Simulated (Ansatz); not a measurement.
Here is the system:

HfSi:
```cif
data_Hf4Si4
_chemical_formula_sum 'Si4 Hf4'
_space_group_name_H-M_alt 'Pnma'
_space_group_IT_number 62
_space_group_name_Hall '-P 2ac 2n'
_cell_length_a 6.82198
_cell_length_b 3.75881
_cell_length_c 5.20236
_cell_angle_alpha 90.000
_cell_angle_beta 90.000
_cell_angle_gamma 90.000
loop_
_atom_site_label
_atom_site_type_symbol
_atom_site_symmetry_multiplicity
_atom_site_Wyckoff_symbol
_atom_site_fract_x
_atom_site_fract_y
_atom_site_fract_z
_atom_site_occupancy
Si1 Si 4 c 0.04317 0.25000 0.64021 1
Hf1 Hf 4 c 0.17550 0.25000 0.12640 1
```

This is the PBEsol-relaxed structure.

All from DFT-PBEsol in the program Ansatz with PAW potentials, unless another level is named. Estimate the highest zone-centre frequency.

50.9 meV.

And the bulk modulus (Birch–Murnaghan fit)?

159 GPa.

The workflow started from an entry of the Crystallography Open Database (COD). Its standing as an ambient phase is unchecked. Symmetry was held in the PBEsol relaxation; whether a distortion lowers the energy is not shown. No spin polarisation was allowed. Spin–orbit coupling is left out wherever it is not named.

Potentials: the later of the program's two PAW sets.
